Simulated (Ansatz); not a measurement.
PtC in space group P-6m2 (No. 187; Pt on 1a, C on 1d) at seven volumes, r²SCAN (plane waves, PAW; program Ansatz), shape and atoms relaxed at each. One row is withheld.

| V (Å³/atom) | P (GPa) |
|---|---|
| 10.188 | ? |
| 10.523 | 18.81 |
| 10.859 | 8.45 |
| 11.195 | 0.00 |
| 11.531 | -7.04 |
| 11.867 | -12.99 |
| 12.203 | -17.90 |

Task: Fit the shown pressures and predict the withheld one.

Result: Third-order Birch–Murnaghan: P = (3/2)B₀(x^(7/2) − x^(5/2))[1 + (3/4)(B′ − 4)(x − 1)] with x = (V₀/V)^(2/3). Least squares on the six rows gives V₀ = 11.195 Å³/atom, B₀ = 258.7 GPa, B′ = 5.14. At V = 10.188, x = 1.0649 and P = 31.08 GPa. The run itself gave 31.26 GPa.

The start of the workflow was typed in or built on a structure type; neither database checked (COD, Materials Project) lists it. Its standing as an ambient phase is unchecked. The cell was relaxed with r²SCAN under the symmetry of its start; its stability against distortions is not shown here. No spin polarisation was allowed. Its formation energy is positive at this level, so the cell may be metastable or incomplete. Spin–orbit coupling is left out wherever it is not named.

Potentials: the earlier of the program's two PAW sets.
